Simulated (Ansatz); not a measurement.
Total density of states per atom from the program Ansatz at the LDA level (PAW), in 0.25 eV bins, energy from the Fermi level:

(E (eV), states/eV/atom): (-7.85, 0.18); (-7.60, 0.00); (-7.35, 0.00); (-7.10, 0.00); (-6.85, 0.00); (-6.60, 0.00); (-6.35, 0.00); (-6.10, 0.00); (-5.85, 0.00); (-5.60, 0.00); (-5.35, 0.00); (-5.10, 0.01); (-4.85, 0.11); (-4.60, 0.65); (-4.35, 0.71); (-4.10, 0.33); (-3.85, 0.23); (-3.60, 0.84); (-3.35, 0.94); (-3.10, 0.86); (-2.85, 0.94); (-2.60, 0.64); (-2.35, 0.55); (-2.10, 1.00); (-1.85, 1.81); (-1.60, 1.11); (-1.35, 0.86); (-1.10, 0.74); (-0.85, 0.39); (-0.60, 1.53); (-0.35, 1.22); (-0.10, 1.78); (0.15, 0.75); (0.40, 0.27); (0.65, 0.36); (0.90, 0.47); (1.15, 0.54); (1.40, 0.55); (1.65, 0.55); (1.90, 0.61); (2.15, 0.77); (2.40, 1.02); (2.65, 1.07); (2.90, 1.39); (3.15, 1.40)

Task: Which of these materials gives this?
A) CsSnI3, P4/mbm (Cs on 2d, Sn on 2b, I on 4h, I on 2a)
B) SnCl2, Pnma (Sn on 4c, Cl on 4c, Cl on 4c)
C) CoSn2, I4/mcm (Co on 4a, Sn on 8h)
D) Nb3Sn, A15 (Cr3Si type)

Result: D, Nb3Sn, A15 (Cr3Si type). Within 0.5 eV of the Fermi level: Nb 4d 86 %, Sn 5p 6 %. Projections are on Löwdin-orthogonalised atomic valence shells; empty p or d shells of many metals are not among them.

Space group Pm-3n (A15 (Cr3Si type)). The cell was relaxed with LDA under the symmetry of its start. No spin polarisation was allowed. Spin–orbit coupling is left out wherever it is not named.

Potentials: the later of the program's two PAW sets.
